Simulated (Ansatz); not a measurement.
What a trial cell of Zn4As3 relaxes into

All numbers below come from Ansatz 0.2.0, DFT PBE, scalar-relativistic, plane waves, PAW. Cutoff 420 eV, Gaussian smearing, Γ-centred meshes. Cell and atoms relax on a converged mesh. In metals the finer mesh still leaves noise of several meV/atom or more. The steps can't lower the symmetry of their start. No spin polarisation.

The cell of Zn4As3 is invented: ordered vacancies on the anion sites of rock salt (Pm-3m, No. 221) (occupants of the shared sites, in ratio, As: 3, vacant: 1). Its size is a rough estimate.

```cif
data_structure
_symmetry_space_group_name_H-M 'Pm-3m'
_symmetry_Int_Tables_number 221
_cell_length_a 5.2020
_cell_length_b 5.2020
_cell_length_c 5.2020
_cell_angle_alpha 90.000
_cell_angle_beta 90.000
_cell_angle_gamma 90.000
_cell_volume 140.77
loop_
_atom_site_label
_atom_site_type_symbol
_atom_site_symmetry_multiplicity
_atom_site_Wyckoff_symbol
_atom_site_fract_x
_atom_site_fract_y
_atom_site_fract_z
_atom_site_occupancy
Zn1 Zn 3 d 0.50000 0.00000 0.00000 1
Zn2 Zn 1 b 0.50000 0.50000 0.50000 1
As1 As 3 c 0.00000 0.50000 0.50000 1
```

Energies over the elements count from the elements' standard structures at the same level, with no fitted energy shifts.

Q: Describe the relaxed structure.

A: The symmetry stays Pm-3m (No. 221). The volume per atom grows by 1.2 %, from 20.1 to 20.4 Å³. The shortest distance goes from 2.60 Å (Zn–As) to 2.61 Å (Zn–As). Conventional cell: a = 5.223 Å. Zn on a site of symmetry 4/mmm has 4 As at 2.61 Å; Zn on a site of symmetry m-3m has 6 As at 2.61 Å; As is surrounded by 6 Zn at 2.61 Å.

```yaml
crystal:
  lattice:
    - [5.22311, 0.00000, 0.00000]
    - [0.00000, 5.22311, 0.00000]
    - [0.00000, 0.00000, 5.22311]
  atoms:
    - { symbol: Zn, position: [0.50000, 0.00000, 0.00000] }
    - { symbol: Zn, position: [0.00000, 0.50000, 0.00000] }
    - { symbol: Zn, position: [0.00000, 0.00000, 0.50000] }
    - { symbol: Zn, position: [0.50000, 0.50000, 0.50000] }
    - { symbol: As, position: [0.00000, 0.50000, 0.50000] }
    - { symbol: As, position: [0.50000, 0.00000, 0.50000] }
    - { symbol: As, position: [0.50000, 0.50000, 0.00000] }
```

Q: How does it come out in energy, and is it a metal?

A: The formation energy is +0.13 eV/atom and the gap on the 8×8×8 mesh of the 7-atom cell is 0 eV (a metal).

It can't be a ground state, since the elements alone are lower.

The last run used Gaussian smearing of 0.10 eV. An odd number of electrons in the primitive cell allows no gap without spin; a larger cell or a magnetic state could open one. The cell is a metal run without spin; a magnetic state may lie lower. The reference form of As is held partly by dispersion forces, which this level lacks. Symmetry constrained the relaxation, so the result can be a saddle point. In all, the 2 runs took 97 s on 1 thread of Arm Neoverse V1, on a shared host.
